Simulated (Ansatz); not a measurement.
AgW (CsCl type, space group No. 221), PBEsol in the plane-wave PAW code Ansatz, all energies at zero smearing, with the estimated change up to a 700 eV cutoff added, with one set of potentials and settings (totals compare only within such a set). Cell of 2 atoms (1 Ag, 1 W): -17777.602 eV.

```json
[
 {"element": "Ag", "reference phase": "P6_3/mmc, 4 atoms in the cell", "E (eV/atom)": "-7522.3024"},
 {"element": "W", "reference phase": "Im-3m, 1 atoms in the cell", "E (eV/atom)": "-10257.5790"}
]
```

Formation energy per atom, worked out: (-17777.602 − 1×(-7522.3024) − 1×(-10257.5790))/2 = 1.140 eV/atom (110 kJ per mol of atoms), at 0 K, without zero-point energy or fitted corrections.

Space group Pm-3m (CsCl type). The start of the workflow was typed in or built on a structure type; neither database checked (COD, Materials Project) lists it. Its standing as an ambient phase is unchecked. The PBEsol relaxation kept the symmetry of its start. At this level the phase is mechanically unstable. The run is not spin-polarised. Its formation energy is positive at this level, so the cell may be metastable or incomplete. The references are the lowest solids computed at this level, not always the standard phases. Spin–orbit coupling is left out wherever it is not named.

Potentials: the earlier of the program's two PAW sets. The files were generated under PBE; for other functionals the program regenerates the frozen cores, and for LDA and PBEsol the local potential too.
